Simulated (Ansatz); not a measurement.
Relaxation of ZrB (rocksalt structure), step by step

Computed with Ansatz (plane waves, PAW, 420 eV cutoff): PBE, scalar-relativistic, no spin polarisation, Γ-centred 9×9×9 mesh, 0.05 eV Gaussian smearing. The datasets are Ansatz's generated set soft_2.

The compound is reported in the structure type of the start.

```yaml
crystal:
  lattice:
    - [0.0, 4.904243432, 4.904243432]
    - [2.452121716, 0.0, 2.452121716]
    - [2.452121716, 2.452121716, 0.0]
  atoms:
    - { symbol: Zr, position: [0.2586889131, 0.5206199231, 0.4473026564] }
    - { symbol: B, position: [-0.0318765084, -0.0028602617, -0.0281457413] }
    - { symbol: Zr, position: [0.7391170325, 0.3878505965, 0.5477160161] }
    - { symbol: B, position: [0.5592255488, -0.1050803862, 0.065458599] }
basis:
  ecutwfc: 420
  ecutrho_ratio: 4
kpoints:
  mp_grid: { grid: [9, 9, 9] }
hamiltonian:
  xc: pbe
scf:
  occupations: { method: gaussian, width: 0.05 }
output:
  forces: true
  stress: true
  eigenvalues: true
relax:
  f_tol: 0.02
  max_steps: 80
  cell: { stress_tol: 0.2 }
```

Launched as:
```sh
ansatz run input.yaml --threads 2 --pin off --max-ram 2662MiB --backend cpu --events-out ev --progress --plain --runs-dir out
```

Positions (Å) and forces (eV/Å) at the first step:

```xyz
4
Lattice="0.000 4.904 4.904 2.452 0.000 2.452 2.452 2.452 0.000" Properties=species:S:1:pos:R:3:forces:R:3 pbc="T T T"
Zr    2.373    2.366    2.545   -0.079   -0.034   -1.597
B    -0.076   -0.225   -0.163   -0.659    2.773    0.421
Zr    2.294    4.968    4.576    0.297    0.473    3.944
B    -0.097    2.903    2.485    0.441   -3.212   -2.769
```

Where does the relaxation end?

After 5 further evaluations the energy is 450.3 meV/atom lower and the largest force component 0.002 eV/Å; space group R-3m.
```xyz
4
Lattice="0.009 4.899 4.899 2.454 0.000 2.454 2.454 2.454 0.000" Properties=species:S:1:pos:R:3 pbc="T T T"
Zr    2.354    2.502    2.360
B    -0.102    0.051   -0.092
Zr    2.358    4.952    4.810
B    -0.098    2.500    2.358
```

The course:

```tsv
step	E − E(end) (meV/atom)	largest force component (eV/Å)	P (GPa)	a (Å)	b (Å)	c (Å)	accepted
1	450.30	3.944	8.48	6.936	3.468	3.468	yes
2	88.14	1.619	3.06	6.907	3.441	3.470	yes
3	3.15	0.228	0.69	6.916	3.476	3.457	yes
4	0.06	0.012	-0.07	6.924	3.474	3.472	yes
5	0.00	0.001	0.00	6.928	3.471	3.471	yes
6	0.00	0.002	-0.01	6.928	3.471	3.471	yes
```

Late in the path the plane-wave basis is renewed for the changed cell, which shifts energy and pressure at the same geometry (Pulay error), so rows before the renewal hold an offset.

Step 5 in full:

```xyz
4
Lattice="0.009 4.899 4.899 2.454 0.000 2.454 2.454 2.454 0.000" Properties=species:S:1:pos:R:3:forces:R:3 pbc="T T T"
Zr    2.354    2.502    2.360   -0.001    0.001    0.001
B    -0.102    0.051   -0.092    0.000    0.001    0.000
Zr    2.358    4.952    4.810    0.000    0.000    0.000
B    -0.098    2.500    2.358    0.000   -0.001   -0.001
```

Cost: 2.1 min on 2 threads of Arm Neoverse V2, with other jobs on the host, peak memory 0.72 GiB.

The k-mesh is coarse, so small energy differences aren't converged.
